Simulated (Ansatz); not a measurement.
A relaxed cell of CsDyPt is given with its symmetry left out. The cell was found from a structure generator's guess, not taken from experiment.

All numbers below come from Ansatz, DFT PBE, scalar-relativistic, plane waves, PAW, and for the lanthanide a 4f-in-core norm-conserving potential. Cutoff 630 eV, Γ-centred mesh, Gaussian smearing, no spin polarisation.

```yaml
crystal:
  lattice:
    - [4.92587, 0.00000, 0.00000]
    - [0.00000, 4.92587, 0.00000]
    - [0.00000, 0.00000, 5.34714]
  atoms:
    - { symbol: Cs, position: [0.00000, 0.00000, 0.00000] }
    - { symbol: Dy, position: [0.50000, 0.50000, 0.50000] }
    - { symbol: Pt, position: [0.50000, 0.50000, 0.00000] }
```

Formation energies are uncorrected and refer to the elements' standard structures at the same level.

Problem. Find its symmetry and describe it.

Solution. P4/mmm (No. 123). Conventional cell: a = 4.926 Å, c = 5.347 Å. Cs is surrounded by 4 Pt at 3.48 Å, 8 Dy at 4.39 Å, 4 Cs at 4.93 Å and 2 Cs at 5.35 Å; Dy is surrounded by 2 Pt at 2.67 Å and 8 Cs at 4.39 Å; around Pt lie 2 Dy at 2.67 Å and 4 Cs at 3.48 Å.

Problem. What is its formation energy per atom?

Solution. +0.19 eV/atom. The separate elements lie lower, so it is unstable against them.

Problem. Is it a metal?

Solution. Yes, bands cross the Fermi level on the 10×10×10 mesh.

The last run used a 10×10×10 mesh for its 3-atom cell and Gaussian smearing of 0.10 eV. Spin–orbit coupling, which can matter for Pt, is left out. Symmetry constrained the relaxation, so the result can be a saddle point.

The lanthanide is trivalent by construction, without f bands, f moments or other valences. The reference runs of the other elements, and any phases without the lanthanide, used 420 eV, which shifts energies against them by under 10 meV/atom. The lanthanide's reference is the lowest of its hcp, dhcp and fcc cells.
